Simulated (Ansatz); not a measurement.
## La4Gd3Al16: frames of a relaxation, V_Gd, charge +0, atoms relaxed at the host's cell

All numbers are calculated (PBEsol, collinear spin, no spin-orbit coupling; Ansatz, PAW set soft_2, 420 eV, k-mesh 3×3×3), not measured.

Positions in Å and forces in eV/Å; free energies count from the last frame.

```
23
Lattice="7.954 0.000 0.000 0.000 -7.954 0.000 0.000 0.000 -7.954" Properties=species:S:1:pos:R:3:forces:R:3 pbc="T T T" step=1 dE=0.499eV
Al    2.967   -7.014   -0.983    0.069    0.497   -0.130
Al    6.913   -2.929   -0.973    0.070   -0.354    0.009
Al    6.960   -6.960   -4.971   -0.037    0.032    0.033
Al    2.968   -2.946   -4.952    0.042   -0.075   -0.299
Al    3.027   -0.985   -7.014   -0.298   -0.162    0.533
Al    6.960   -4.971   -6.960   -0.043   -0.009    0.002
Al    7.007   -0.999   -2.949   -0.394    0.039   -0.158
Al    3.004   -4.982   -3.049   -0.161   -0.218    0.360
Al    4.971   -6.960   -6.960    0.060    0.090    0.063
Al    0.954   -2.973   -6.942    0.164   -0.041    0.062
Al    0.984   -6.962   -2.937    0.027    0.171   -0.262
Al    4.970   -3.017   -2.978    0.194    0.209   -0.026
Al    4.984   -0.970   -0.971    0.168   -0.069   -0.184
Al    0.979   -4.988   -0.981    0.046   -0.025   -0.014
Al    0.938   -0.989   -4.988    0.272    0.037   -0.129
Al    4.971   -4.971   -4.971    0.052   -0.025   -0.098
Gd    5.966   -5.966   -1.989   -0.024   -0.002    0.015
Gd    5.966   -1.989   -5.966   -0.070    0.019    0.064
Gd    1.989   -5.966   -5.966   -0.004   -0.015    0.004
La    0.000    0.000    0.000    0.453   -0.401   -0.336
La    3.977   -3.977    0.000   -0.589    0.384   -0.484
La    3.977    0.000   -3.977   -0.437   -0.512    0.441
La    0.000   -3.977   -3.977    0.440    0.432    0.533
```

```
23
Lattice="7.954 0.000 0.000 0.000 -7.954 0.000 0.000 0.000 -7.954" Properties=species:S:1:pos:R:3:forces:R:3 pbc="T T T" step=2 dE=0.046eV
Al    2.993   -6.933   -0.978    0.102    0.105    0.078
Al    6.916   -2.990   -0.977   -0.074   -0.111    0.112
Al    6.952   -6.952   -4.973   -0.022    0.025   -0.019
Al    2.991   -2.989   -5.003    0.103   -0.134   -0.094
Al    2.999   -0.974   -6.937    0.071    0.055    0.137
Al    6.951   -4.975   -6.953   -0.043   -0.024    0.043
Al    6.935   -0.981   -2.992   -0.124    0.105   -0.080
Al    3.001   -5.010   -3.003    0.061   -0.087   -0.077
Al    4.978   -6.948   -6.947    0.008    0.008   -0.002
Al    0.972   -2.996   -6.926   -0.089   -0.091    0.098
Al    0.977   -6.926   -2.989   -0.083    0.071   -0.111
Al    5.002   -2.999   -2.999    0.082   -0.083   -0.071
Al    5.001   -0.974   -0.973    0.103    0.059    0.066
Al    0.974   -5.004   -0.974   -0.106   -0.100    0.075
Al    0.975   -0.977   -5.010   -0.079    0.084   -0.047
Al    4.976   -4.980   -4.979    0.018   -0.002   -0.020
Gd    5.961   -5.966   -1.986    0.006   -0.002    0.008
Gd    5.956   -1.987   -5.962    0.025   -0.019   -0.017
Gd    1.989   -5.966   -5.961   -0.011    0.008    0.003
La    0.105   -0.098   -0.089   -0.034   -0.032   -0.094
La    3.849   -3.880   -0.112    0.097    0.103    0.015
La    3.872   -0.112   -3.873   -0.035    0.028    0.040
La    0.105   -3.873   -3.860    0.022    0.034   -0.045
```

```
23
Lattice="7.954 0.000 0.000 0.000 -7.954 0.000 0.000 0.000 -7.954" Properties=species:S:1:pos:R:3:forces:R:3 pbc="T T T" step=4 dE=0.000eV
Al    3.017   -6.896   -0.954    0.000    0.001    0.000
Al    6.893   -3.020   -0.954    0.000    0.000    0.000
Al    6.941   -6.943   -4.985    0.000   -0.001    0.000
Al    3.017   -3.020   -5.032    0.000    0.000    0.000
Al    3.017   -0.956   -6.894    0.000    0.000    0.000
Al    6.940   -4.987   -6.941    0.000    0.000   -0.001
Al    6.893   -0.956   -3.018    0.000    0.000    0.000
Al    3.017   -5.034   -3.018    0.000    0.000    0.000
Al    4.984   -6.943   -6.941   -0.001   -0.001    0.000
Al    0.953   -3.020   -6.894    0.000    0.000    0.000
Al    0.953   -6.896   -3.018    0.000    0.000    0.000
Al    5.031   -3.020   -3.018    0.000    0.000    0.000
Al    5.031   -0.956   -0.954    0.000    0.001    0.000
Al    0.953   -5.034   -0.954    0.000    0.000    0.000
Al    0.953   -0.956   -5.032    0.000    0.000   -0.001
Al    4.984   -4.987   -4.985    0.000    0.000    0.001
Gd    5.962   -5.965   -1.986    0.000    0.000    0.000
Gd    5.962   -1.988   -5.963    0.000    0.000    0.000
Gd    1.985   -5.965   -5.963    0.000    0.000    0.000
La    0.129   -0.131   -0.130   -0.005    0.005    0.005
La    3.842   -3.844   -0.130    0.004   -0.005    0.005
La    3.842   -0.131   -3.843    0.004    0.005   -0.004
La    0.129   -3.844   -3.843   -0.005   -0.005   -0.005
```

Caveats: Gd without a U keeps its half-filled shell, but its 4f levels lie too near the Fermi level; open f or d shells may hold a state above the lowest.
